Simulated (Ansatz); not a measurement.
MgTe:
```
MgTe
1.0
    0.00000     3.25450     3.25450
    3.25450     0.00000     3.25450
    3.25450     3.25450     0.00000
Te Mg
1 1
Direct
  0.75000   0.75000   0.75000
  0.00000   0.00000   0.00000
```

Cartesian axes are those of the cell as given.

Give the proper piezoelectric stress tensor with relaxed ions from plane-wave PAW PBE (Ansatz code).

In C/m², rows x, y, z, Voigt columns; mesh uncertainty up to 0.00.
```
 0.00   0.00   0.00  -0.08   0.00   0.00
 0.00   0.00   0.00   0.00  -0.08   0.00
 0.00   0.00   0.00   0.00   0.00  -0.08
```

The elastic tensor of the same run (GPa):

```
44.1  28.9  28.9   0.0   0.0   0.0
28.9  44.1  28.9   0.0   0.0   0.0
28.9  28.9  44.1   0.0   0.0   0.0
 0.0   0.0   0.0  17.4   0.0   0.0
 0.0   0.0   0.0   0.0  17.4   0.0
 0.0   0.0   0.0   0.0   0.0  17.4
```

Convert to strain constants d = e·S.

In pC/N:
```
 0.0   0.0   0.0  -4.8   0.0   0.0
 0.0   0.0   0.0   0.0  -4.8   0.0
 0.0   0.0   0.0   0.0   0.0  -4.8
```

Space group F-43m (zinc blende). The PBE relaxation kept the symmetry of its start; phonons on a q-mesh show no instability. Scalar-relativistic: spin–orbit coupling is off unless named, which matters more the heavier the elements.

Potentials: the later of the program's two PAW sets.
